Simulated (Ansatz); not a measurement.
Crystals of one structure type (zinc blende) and one family of elements, relaxed and computed with the program Ansatz at the PBE level (PAW).

```csv
crystal,V (Å³/atom),B₀ by P(V) fit (GPa)
BN,5.95,371
BP,11.76,162
GaN,11.77,171
BAs,13.90,131
AlP,20.88,?
GaAs,23.70,60.2
InP,26.46,59.2
```

Question: Fit a straight line to ln B₀ against ln V and predict the withheld value.

Answer: Least squares on the 6 shown rows: ln B₀ = -1.28 × ln V + (8.234), with a scatter of 5.0 %. For AlP this gives 77.0. The run itself gave 82.5, a miss of 6.7 % of that.

All cells were relaxed under the symmetry of their starts (and spin orders); stability against distortions was not tested throughout. Scalar-relativistic: spin–orbit coupling is off unless named, which matters more the heavier the elements.

Potentials: the earlier of the program's two PAW sets.
